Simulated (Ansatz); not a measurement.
Input, command and steps of an Ansatz relaxation.

```yaml
crystal:
  lattice:
    - [3.8759911122, 0.0, 0.0]
    - [0.0, 3.8759911122, 0.0]
    - [0.0, 0.0, 8.5275712122]
  atoms:
    - { symbol: Hf, position: [0.0, 0.5, 0.2470326211] }
    - { symbol: Hf, position: [0.5, 0.0, 0.7529673789] }
    - { symbol: Ge, position: [0.0, 0.0, 0.0] }
    - { symbol: Ge, position: [0.5, 0.5, 0.0] }
    - { symbol: Te, position: [0.0, 0.5, 0.6206532519] }
    - { symbol: Te, position: [0.5, 0.0, 0.3793467481] }
basis:
  ecutwfc: 420
kpoints:
  mp_grid: { grid: [10, 10, 4] }
hamiltonian:
  xc: pbesol
scf:
  occupations: { method: gaussian, width: 0.1 }
output:
  forces: true
  stress: true
  eigenvalues: true
relax:
  adjacent_minimum: "off"
  f_tol: 0.01
  max_steps: 30
  cell: { stress_tol: 0.1, fix: [volume] }
```

```bash
ansatz run input.yaml --threads 1 --pin off --max-ram 2560MiB --backend cpu --events-out ev --progress --plain --runs-dir out
```

All numbers below come from DFT PBEsol, scalar-relativistic, plane waves, PAW (Ansatz 0.2.0).

The volume is held at 1.03 times that of the relaxed cell.

Of 4 frames 3 are shown, positions in Å and forces in eV/Å; the SCF threshold varies from step to step. Steps run on the plane waves of an earlier cell, with a Pulay correction in the pressure. The basis is chosen afresh for the last frame, the zero of the energies, and at times for earlier ones too; energy and pressure step there, also at an unchanged geometry. The mark taken_back stands on steps that the optimiser undid.

```xyz
6
Lattice="3.8760 0.0000 0.0000 0.0000 3.8760 0.0000 0.0000 0.0000 8.5276" Properties=species:S:1:pos:R:3:forces:R:3 pbc="T T T" step=1 free_energy_over_end_meV_per_atom=0.22 pressure_GPa=-2.95
Hf    0.0000    1.9380    2.1066    0.0000    0.0000   -0.0691
Hf    1.9380    0.0000    6.4210    0.0000    0.0000    0.0691
Ge    0.0000    0.0000    0.0000    0.0000    0.0000    0.0000
Ge    1.9380    1.9380    0.0000    0.0000    0.0000    0.0000
Te    0.0000    1.9380    5.2927    0.0000    0.0000    0.0598
Te    1.9380    0.0000    3.2349    0.0000    0.0000   -0.0598
6
Lattice="3.8764 0.0000 0.0000 0.0000 3.8764 0.0000 0.0000 0.0000 8.5256" Properties=species:S:1:pos:R:3:forces:R:3 pbc="T T T" step=2 free_energy_over_end_meV_per_atom=0.39 pressure_GPa=-2.72 taken_back
Hf    0.0000    1.9382    2.0889    0.0000    0.0000    0.1027
Hf    1.9382    0.0000    6.4367    0.0000    0.0000   -0.1027
Ge    0.0000    0.0000    0.0000    0.0000    0.0000    0.0000
Ge    1.9382    1.9382    0.0000    0.0000    0.0000    0.0000
Te    0.0000    1.9382    5.3116    0.0000    0.0000   -0.0781
Te    1.9382    0.0000    3.2140    0.0000    0.0000    0.0781
6
Lattice="3.8722 0.0000 0.0000 0.0000 3.8722 0.0000 0.0000 0.0000 8.5441" Properties=species:S:1:pos:R:3:forces:R:3 pbc="T T T" step=4 free_energy_over_end_meV_per_atom=0.00 pressure_GPa=-2.84
Hf    0.0000    1.9361    2.1009    0.0000    0.0000    0.0076
Hf    1.9361    0.0000    6.4432    0.0000    0.0000   -0.0076
Ge    0.0000    0.0000    0.0000    0.0000    0.0000    0.0000
Ge    1.9361    1.9361    0.0000    0.0000    0.0000    0.0000
Te    0.0000    1.9361    5.3121    0.0000    0.0000    0.0061
Te    1.9361    0.0000    3.2320    0.0000    0.0000   -0.0061
```

Time: 2.7 min on 1 thread of Arm Neoverse V1, with other jobs on the host, peak memory 0.69 GiB.

Spin–orbit coupling is left out, which can shift energies with elements as heavy as these.